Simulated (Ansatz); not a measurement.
BaTiHO2 in space group P4/mmm (No. 123; Ba on 1d, Ti on 1a, O on 2f, H on 1b), PBE in the plane-wave PAW code Ansatz, all energies at zero smearing, with the estimated change up to a 700 eV cutoff added, with one set of potentials and settings (totals compare only within such a set). Cell of 5 atoms (1 Ba, 1 Ti, 2 O, 1 H): -9606.028 eV.

| element | reference phase | E (eV/atom) |
|---|---|---|
| Ba | Im-3m, 1 atoms in the cell | -5949.5401 |
| Ti | P6/mmm, 3 atoms in the cell | -2499.6739 |
| O | C2/m, 4 atoms in the cell, spin-polarised | -565.0000 |
| H | Cmce, 4 atoms in the cell | -15.8838 |

Formation energy per atom, worked out: (-9606.028 − 1×(-5949.5401) − 1×(-2499.6739) − 2×(-565.0000) − 1×(-15.8838))/5 = -2.186 eV/atom (-211 kJ per mol of atoms), at 0 K, without zero-point energy or fitted corrections.

The start of the workflow was typed in or built on a structure type; neither database checked (COD, Materials Project) lists it. Whether it is the stable phase at ambient conditions was not checked. The PBE relaxation kept the symmetry of its start; whether a distortion lowers the energy is not shown. Spin order of the final state: ferromagnetic, chosen from 2 collinear starts compared on coarse meshes (ties went to the first, and starts can fall back to one state), not a proven ground state. No Hubbard U is applied. The references are the lowest solids computed at this level, not always the standard phases (solids in place of the gases). Spin–orbit coupling is left out wherever it is not named.

Potentials: the later of the program's two PAW sets.
